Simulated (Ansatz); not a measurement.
AlGa$_{3}$As$_{4}$ in space group P-4m2 (No. 115; Pearson symbol tP8), plane-wave PAW PBE (Ansatz code), all energies at zero smearing, with the estimated change up to a 700 eV cutoff added, with one set of potentials and settings (totals compare only within such a set). Cell of 8 atoms (3 Ga, 4 As, 1 Al): -31314.223 eV.

```tsv
element	reference phase	E (eV/atom)
Ga	Cmce, 4 atoms in the cell	-3783.0259
As	R-3m, 2 atoms in the cell	-4856.1443
Al	Fm-3m, 1 atoms in the cell	-537.5055
```

Formation energy per atom, worked out: (-31314.223 − 3×(-3783.0259) − 4×(-4856.1443) − 1×(-537.5055))/8 = -0.383 eV/atom (-37 kJ per mol of atoms), at 0 K, without zero-point energy or fitted corrections.

The start of the workflow was typed in or built on a structure type; neither database checked (COD, Materials Project) lists it. Whether it is the stable phase at ambient conditions was not checked. The PBE relaxation kept the symmetry of its start; whether a distortion lowers the energy is not shown. The references are the lowest solids computed at this level, not always the standard phases.

Potentials: the earlier of the program's two PAW sets.
